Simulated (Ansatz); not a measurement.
ZrHg (space group P4/mmm)

```
ZrHg
1.0
    3.10973     0.00000     0.00000
    0.00000     3.10973     0.00000
    0.00000     0.00000     4.23500
Zr Hg
1 1
Direct
  0.50000   0.50000   0.50000
  0.00000   0.00000   0.00000
```

Two coordinates are scanned: the volume, and the ratio of the stretch along z (the conventional c axis) to the stretch across it. Atoms keep their fractional coordinates.

The numbers are results of PBEsol (plane waves to 420 eV, PAW, scalar-relativistic; Ansatz, an electronic-structure program), not measurements. k mesh 15×15×11 (Γ-centred), Fermi-Dirac smearing 0.05 eV. Compression counts positive. With partly filled bands, the response to shear is sensitive to the k mesh, so small differences along c/a are uncertain. Spin-orbit coupling is left out, though Hg is heavy. ZrHg is run without spin polarisation. ZrHg was relaxed with its symmetry unable to fall. 

| σzz (GPa) | V/V₀ = 0.960 | V/V₀ = 0.973 | V/V₀ = 0.987 | V/V₀ = 1.000 | V/V₀ = 1.013 | V/V₀ = 1.027 | V/V₀ = 1.040 |
|---|---|---|---|---|---|---|---|
| (c/a)/(c/a)₀ = 0.920 | [?] | 7.1 | 5.0 | 3.1 | 1.4 | -0.3 | -1.8 |
| (c/a)/(c/a)₀ = 0.947 | 8.3 | 6.2 | 4.2 | 2.3 | 0.6 | -1.0 | -2.5 |
| (c/a)/(c/a)₀ = 0.973 | 7.0 | 4.9 | 3.0 | 1.2 | -0.5 | -2.0 | -3.5 |
| (c/a)/(c/a)₀ = 1.000 | 5.7 | 3.6 | 1.7 | 0.0 | -1.6 | -3.1 | -4.5 |
| (c/a)/(c/a)₀ = 1.027 | 4.1 | 2.1 | 0.3 | -1.4 | -2.9 | -4.3 | -5.7 |
| (c/a)/(c/a)₀ = 1.053 | 2.4 | 0.6 | -1.2 | -2.8 | -4.3 | -5.6 | -6.9 |
| (c/a)/(c/a)₀ = 1.080 | 1.0 | -0.8 | -2.5 | -4.1 | -5.5 | -6.8 | -8.0 |

Question: What belongs in the gaps?

Answer: 
- (c/a)/(c/a)₀ = 0.920, V/V₀ = 0.960: 9.3

(Under strain, the slope of the energy per volume gives the stress and its curvature an elastic modulus.)
